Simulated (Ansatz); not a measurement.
ReSe2:
```yaml
crystal:
  lattice:
    - [6.61240, 0.00000, 0.00000]
    - [1.74188, 1.21393, -6.51241]
    - [3.35996, 5.89842, 0.00000]
  atoms:
    - { symbol: Re, position: [0.74897, 0.50816, 0.31559] }
    - { symbol: Re, position: [0.25103, 0.49184, 0.68441] }
    - { symbol: Re, position: [0.19579, 0.50283, 0.29147] }
    - { symbol: Re, position: [0.80421, 0.49717, 0.70853] }
    - { symbol: Se, position: [0.86717, 0.78795, 0.38244] }
    - { symbol: Se, position: [0.13283, 0.21205, 0.61756] }
    - { symbol: Se, position: [0.38232, 0.75507, 0.34040] }
    - { symbol: Se, position: [0.61768, 0.24493, 0.65960] }
    - { symbol: Se, position: [0.11611, 0.28106, 0.10920] }
    - { symbol: Se, position: [0.88389, 0.71894, 0.89080] }
    - { symbol: Se, position: [0.61799, 0.30761, 0.13566] }
    - { symbol: Se, position: [0.38201, 0.69239, 0.86434] }
```

Relaxed with r²SCAN+D4.

Q: Map the valence electron density (e/Å³), cut off at 1 on the plane through (0.749, 0.508, 0.316) spanned by u = [1, 0, 0] and v = [0, 1, -1] in lattice vectors, from plane-wave PAW r²SCAN+D4 (Ansatz code).

A: x is the fraction of u, y of v (the angle between them is 101°; rows are the nearest grid lines); atoms in the plane: Re at (0.00, 0.00), Se at (0.39, 0.70).
```
|@@@@@#=-=*@@@@@@@@@#-:....:-*@@@@@|
|@@@@%=---+@@@@@@@@%=:.....:-*@@@@@|
|@@@@=-::-=#@@@@@@@+-:......:+@@@@@|
|#+=::...::-=+**+=-::... ...:-=*#%#|
|+=::.....:-+*##*+=-:..  ..:-=+***+|
|#+-:....:=#@@@@@@*=:.. ..:-+%@@@@#|
|@+-:...:-*@@@@@@@#=:.. ..-+%@@@@@@|
|@+-....-+@@@@@@@@#=:.  .:=#@@@@@@@|
|*-..  .-+@@@@@@@%=:.   .:=#@@@@@@*|
|:.    ..-+*%@%*=:.      .:=+*#*+-:|
|.      .::====-:.        .:--=-:..|
|           ..                     |
|                                  |
| ....                             |
|......                           .|
|:---::.        ......          .::|
|-===-:.       ...:...         ..:-|
|----:..       .......        ..::-|
|---::..      .........       ..::-|
|::::....  ....:::::............:::|
|+*+=-::...::-+*##*=--:::::::::--=+|
|@@@@@+-::-=%@@@@@@@#=-::::::-+@@@@|
|@@@@@#=--=*@@@@@@@@@=::...::=%@@@@|
|@@@@@#=-=*@@@@@@@@@#-:....:-*@@@@@|
```
Scale: ten equal steps from 0.018 (start of ' ') to 1.00 (end of '@'), in the order ' .:-=+*#%@'; x runs from 0.000 to 1.00, y from 0.000 (bottom) to 1.00 (top).

The density is the valence pseudo-density with augmentation charge, so density and ELF within about 1 Å of a nucleus are not all-electron values.

Space group P-1. The workflow started from a Materials Project entry (that database holds measured and hypothetical structures alike); the Crystallography Open Database files this formula in space group No. 2, but the cells were not matched. Whether it is the stable phase at ambient conditions was not checked. Symmetry was held in the r²SCAN+D4 relaxation; its stability against distortions is not shown here. No spin polarisation was allowed. Scalar-relativistic: spin–orbit coupling is off unless named, which matters more the heavier the elements.

Potentials: the later of the program's two PAW sets.
